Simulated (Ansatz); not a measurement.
CsTlF₄: field gradients at two levels of theory

Cell: a Materials Project structure (computed, not necessarily an observed phase), atoms as given.

Space group Pbcm (No. 57); a = 6.5644, b = 8.4582, c = 8.5416 Å.

```csv
site,Wyckoff,site symmetry,x,y,z
Cs,4d,..m,0.4834,0.8022,0.2500
Tl,4a,-1,0.0000,0.0000,0.5000
F9,8e,1,0.7055,0.9324,0.5563
F13,4d,..m,0.9025,0.9798,0.2500
F17,4c,2..,0.8821,0.2500,0.5000
```

One atom of each set is listed.

First run. Computed with Ansatz: DFT, PBE, plane waves and PAW, scalar-relativistic, 420 eV cutoff, Γ-centred 3×3×3 k-points, Fermi–Dirac smearing 0.02 eV.

```json
{"site": "Cs", "V_zz (10²¹ V/m²)": "5.46", "η": "0.54"}
{"site": "Tl", "V_zz (10²¹ V/m²)": "-25.5", "η": "0.11"}
{"site": "F9", "V_zz (10²¹ V/m²)": "15.01", "η": "0.03"}
{"site": "F13", "V_zz (10²¹ V/m²)": "11.96", "η": "0.23"}
{"site": "F17", "V_zz (10²¹ V/m²)": "11.11", "η": "0.29"}
```

Second run. The same atoms and settings, except that the gradients are read without the response of the frozen cores to their surroundings (frozen_core: stored), which the first run includes.

Q: What does the second run give?

A: 

```csv
site,V_zz,η,change of V_zz
Cs,5.32,0.55,-0.14
Tl,-25.6,0.10,-0.17
F9,15.34,0.03,+0.33
F13,12.23,0.23,+0.27
F17,11.36,0.29,+0.25
```

The largest change of V_zz is on F9, from 15.01 to 15.34. In per cent, |V_zz| changes by -3 on Cs, +1 on Tl, +2 on F (all sites that start above 0.5).

The largest force is 0.3 eV/Å, so the atoms aren't at the calculated equilibrium and relaxing them would move these values. Spin–orbit coupling is left out, which shifts gradients on Tl by a few per cent, and by more where contributions nearly cancel.
